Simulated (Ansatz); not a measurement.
Cd (hcp, Mg type)

```xyz
2
Lattice="3.0159 0.0000 0.0000 -1.5080 2.6119 0.0000 0.0000 0.0000 5.8216" Properties=species:S:1:pos:R:3 pbc="T T T"
Cd     0.0000     1.7412     4.3662
Cd     1.5080     0.8706     1.4554
```

The volume is varied about the relaxed value V₀ at fixed cell shape. Symmetry pins the atoms to their sites.

The numbers are results of PBE (plane waves to 420 eV, PAW, scalar-relativistic; Ansatz, an electronic-structure program), not measurements. k mesh 18×18×8 (Γ-centred), Fermi-Dirac smearing 0.05 eV. Stress and pressure are positive under compression. Cd was relaxed with its symmetry unable to fall. The PAW data are Ansatz's earlier set. The relaxed volume of Cd is well above the measured one; the method has no dispersion term.

At one point of the scan the stress tensor (GPa) is:

```
    2.3      0.0      0.0
    0.0      2.3      0.0
    0.0      0.0      1.5
```

Question: Which point is it?
(A) V/V₀ = 0.940
(B) V/V₀ = 0.970
(C) V/V₀ = 0.950
(D) V/V₀ = 0.960

Answer: D, V/V₀ = 0.960

(A scan under strain: stresses follow from slopes of the energy per volume, elastic moduli from its curvatures.)
